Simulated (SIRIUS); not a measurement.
## A series of runs on Pt (Fm-3m, 1 atom in the cell; from Materials Project mp-126, lattice scaled a little)

```xyz
1
Lattice="0.0000 1.9605 1.9605 1.9605 0.0000 1.9605 1.9605 1.9605 0.0000" Properties=species:S:1:pos:R:3 pbc="T T T"
Pt     0.0000     0.0000     0.0000
```

Base run A: PBE, GBRV PBE ultrasoft pseudopotentials (SIRIUS), self-consistent single point.

Its settings: parameters.ngridk = 19 19 19; parameters.xc_functionals = [XC_GGA_X_PBE, XC_GGA_C_PBE]; parameters.gk_cutoff = 6.325 1/bohr; parameters.pw_cutoff = 14.143 1/bohr; parameters.smearing = fermi_dirac; parameters.smearing_width = 0.00367493 Ha; potentials = GBRV PBE ultrasoft pseudopotentials; parameters.electronic_structure_method = pseudopotential; parameters.num_bands = 12; parameters.num_mag_dims = 0; parameters.num_dft_iter = 100; parameters.energy_tol = 1e-07 Ha; parameters.density_tol = 1e-06; mixer.type = anderson; mixer.beta = 0.3; mixer.use_hartree = true.

The structure comes from a collection of computed structures, made at another level of theory; the collection holds predicted forms beside known ones. Its lattice was then scaled.

ΔF is the free energy per atom less that of run A. 

A variant of run A gave: the free energy goes up by 10.8 meV/atom and the pressure goes from 8.91 to 12.01 GPa.

Problem. Which change was made?
A. volume scaled by 0.99
B. volume scaled by 0.98
C. volume scaled by 1.02
D. volume scaled by 0.94

Solution. A, volume scaled by 0.99. That run gave: ΔF (meV/atom) 10.8; pressure (GPa) 12.01.

The base and the other variants:

```json
[
 {"change": "base", "ΔF (meV/atom)": "0.00", "pressure (GPa)": "8.91"},
 {"change": "volume scaled by 0.94", "ΔF (meV/atom)": "114.0", "pressure (GPa)": "30.69"},
 {"change": "volume scaled by 0.96", "ΔF (meV/atom)": "62.1", "pressure (GPa)": "22.52"},
 {"change": "volume scaled by 0.98", "ΔF (meV/atom)": "24.6", "pressure (GPa)": "15.29"},
 {"change": "volume scaled by 1.01", "ΔF (meV/atom)": "-8.0", "pressure (GPa)": "6.01"},
 {"change": "volume scaled by 1.02", "ΔF (meV/atom)": "-13.3", "pressure (GPa)": "3.27"},
 {"change": "volume scaled by 1.04", "ΔF (meV/atom)": "-16.6", "pressure (GPa)": "-1.71"},
 {"change": "volume scaled by 1.06", "ΔF (meV/atom)": "-11.0", "pressure (GPa)": "-6.10"}
]
```
